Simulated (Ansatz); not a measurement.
Crystals of one structure type (zinc blende) and one family of elements, relaxed and computed with DFT-r²SCAN in the program Ansatz with PAW potentials.

```tsv
crystal	V (Å³/atom)	K_Hill (GPa)
BN	5.88	392
BP	11.67	169
GaP	20.25	87.8
GaAs	22.74	72.4
InP	25.76	68.4
InAs	28.49	?
GaSb	28.81	53.6
```

Question: Fit a straight line to ln K against ln V and predict the withheld value.

Answer: Least squares on the 6 shown rows: ln K = -1.23 × ln V + (8.156), with a scatter of 3 %. For InAs this gives 56.6. The run itself gave 57.8, within the scatter.

All cells were relaxed under the symmetry of their starts (and spin orders); stability against distortions was not tested throughout. Spin–orbit coupling is left out wherever it is not named.

Potentials: the later of the program's two PAW sets.
